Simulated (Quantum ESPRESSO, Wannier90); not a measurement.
Wannier functions of Ga₂AsP (R3m)

```
CELL_PARAMETERS angstrom
     -1.96511     3.40367     0.00000
     -3.93022     0.00000     0.00000
     -1.96511     1.13456     6.41726
ATOMIC_POSITIONS crystal
  Ga 0.99756 0.99756 0.00733
  Ga 0.50249 0.50249 0.49252
  P  0.62502 0.62502 0.12493
  As 0.12493 0.12493 0.62521
```

Cell from Materials Project (mp-1224789), symmetrised, no further relaxation. Not found in the COD (Crystallography Open Database) copy used; not checked further. Method: LDA plane waves in Quantum ESPRESSO 7.5 (PseudoDojo norm-conserving files, 64 Ry, no spin polarisation, no spin-orbit coupling), Bloch states on a 6×6×6 mesh through Γ, Wannier90 4.0.1. Density: 10×10×10 mesh, cold smearing 0.01 Ry. Spin-orbit coupling, left out, would split the p-like bands by a few tenths of an eV.

Functional, cutoff and mesh named above are those of the base row (6×6×6); the first column says what each row takes instead. Model: 8 functions from bands 16-23, start SCDM (isolated) (the valence bands). Energies are relative to the valence-band maximum; the misfit is to pw.x on a path, for all bands of the set. Only the mesh of Bloch states changes. Ω_total can sit in another minimum from row to row; Ω_I of an isolated set cannot.

```
mesh   Ω_I (Å²)  Ω_total (Å²)  rms misfit (meV)  k-points (cost)  rough cost of nscf and overlaps (first row = 1)
-----  --------  ------------  ----------------  ---------------  -----------------------------------------------
2×2×2      9.97         11.14               299                8                                              1.0
3×3×3     12.60         13.84               167               27                                              2.3
4×4×4     14.25         15.47                76               64                                                4
5×5×5       ___         16.51                55              125                                                9
6×6×6     16.06         17.20                30              216                                               12
7×7×7     16.57         17.67                23              343                                               21
```

Question: Fill in the missing entries.

Answer: 
- 5×5×5, Ω_I (Å²): 15.33
